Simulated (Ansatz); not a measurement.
## Phonons of AuCu3-type YPt3

Level of theory: DFT, PBEsol, scalar-relativistic, no spin polarisation; plane waves to 420 eV with PAW datasets (Ansatz 0.2.0), Gaussian smearing of 0.15 eV. The datasets are Ansatz's generated set soft_2.

```xyz
4
Lattice="4.0640 0.0000 0.0000 0.0000 4.0640 0.0000 0.0000 0.0000 4.0640" Properties=species:S:1:pos:R:3 pbc="T T T"
Y     0.0000    0.0000    0.0000
Pt    0.0000    2.0320    2.0320
Pt    2.0320    2.0320    0.0000
Pt    2.0320    0.0000    2.0320
```

The start was a prototype's sites filled with these elements; the Crystallography Open Database holds the compound in this structure.

Force constants come from finite displacements in a 2×2×2 supercell (the unit cell's 8×8×8 k-mesh, folded to it); the long-range dipole term is not included. Points in reciprocal vectors of this cell: Γ = (0.000, 0.000, 0.000), X = (0.000, 0.500, 0.000), M = (0.500, 0.500, 0.000), R = (0.500, 0.500, 0.500).

Is the structure dynamically stable along this path, and where does the spectrum end?

Yes: no branch is imaginary beyond numerical noise. The highest frequency is 208 cm⁻¹, between M and Γ. Points that don't fit the supercell are interpolated.

Frequencies at the named points (cm⁻¹, imaginary ones negative):
```tsv
point	ω (cm⁻¹)
Γ	0 0 0 122 122 122 124 124 124 202 202 202
X	86 86 86 86 109 114 122 137 137 192 192 207
M	84 87 87 105 107 107 109 139 141 181 207 207
R	83 83 84 84 84 104 104 104 159 206 206 206
```

What does the harmonic approximation give for the vibrational free energy, entropy and heat capacity?

Zero-point energy 23.9 meV/atom.
```csv
T (K),F_vib (meV/atom),S (J/K per mole of atoms),C_V (J/K per mole of atoms)
100,18.1,14.8,18.7
200,-5.5,29.5,23.1
300,-41.4,39.1,24.1
400,-85.7,46.1,24.5
500,-136.5,51.6,24.6
600,-192.4,56.1,24.7
700,-252.5,59.9,24.8
800,-316.4,63.2,24.8
900,-383.4,66.1,24.8
1000,-453.4,68.8,24.9
```

The highest mode, 208 cm⁻¹, is worth 300 K. At 300 K the heat capacity has reached 97 % of the classical limit 3R = 24.9 J/K per mole of atoms, since all modes lie under k_BT.

The crystal is a metal or nearly so; low and unstable modes depend on mesh and smearing.

Run time: 3 min on 4 threads of Arm Neoverse V2, with other jobs on the host, peak memory 4.9 GiB.

For elements this heavy, spin–orbit coupling would shift levels and gaps; it isn't included here.
